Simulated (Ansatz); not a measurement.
Relaxed-ion elastic tensor of CdF2 (fluorite, space group No. 225) in GPa (Voigt order), DFT-LDA in the program Ansatz with PAW potentials; density 6.72 g/cm³, 12.39 Å³ per atom.

|  | 1 | 2 | 3 | 4 | 5 | 6 |
|---|---|---|---|---|---|---|
| 1 | 205 | 87.6 | 87.6 | 0.0 | 0.0 | 0.0 |
| 2 | 87.6 | 205 | 87.6 | 0.0 | 0.0 | 0.0 |
| 3 | 87.6 | 87.6 | 205 | 0.0 | 0.0 | 0.0 |
| 4 | 0.0 | 0.0 | 0.0 | 25.3 | 0.0 | 0.0 |
| 5 | 0.0 | 0.0 | 0.0 | 0.0 | 25.3 | 0.0 |
| 6 | 0.0 | 0.0 | 0.0 | 0.0 | 0.0 | 25.3 |

Q: Is the crystal mechanically stable?

A: Yes: the smallest eigenvalue of C is 25.3 GPa.

Q: Work out the Voigt, Reuss and Hill averages.

A: K_V = 127, K_R = 127, K_H = 127; G_V = 38.6, G_R = 32.7, G_H = 35.6 GPa.

Q: Give Young's modulus, Poisson's ratio, Pugh's ratio and the universal anisotropy index.

A: E = 9KG/(3K + G) = 97.7 GPa; ν = 0.37; K/G = 3.55 (ductile by the Pugh limit of 1.75); A_U = 5G_V/G_R + K_V/K_R − 6 = 0.90.

Q: Estimate the sound speeds and the Debye temperature.

A: v_l = √((K + 4G/3)/ρ) = 5090 m/s, v_t = √(G/ρ) = 2300 m/s, mean 2600 m/s; Θ = (h/k)(3n/4πV)^(1/3) v_m = 334 K.

Q: Give the Zener ratio and Young's modulus along [100], [110] and [111].

A: A = 2C44/(C11 − C12) = 0.43; 1/E = S11 − 2(S11 − S12 − S44/2)Γ with Γ = 0, 1/4, 1/3 gives 152, 82.0, 71.0 GPa.

Q: Solve the Christoffel equation for the three sound speeds along [100], [110], [111].

A: Eigenvalues of C_ijkl n_j n_l equal ρv². In km/s, slowest first: [100] 1.94, 1.94, 5.52; [110] 1.94, 2.95, 5.05; [111] 2.66, 2.66, 4.88.

Space group Fm-3m (fluorite). Symmetry was held in the LDA relaxation.

Potentials: the earlier of the program's two PAW sets. The files were generated under PBE; for other functionals the program regenerates the frozen cores, and for LDA and PBEsol the local potential too.
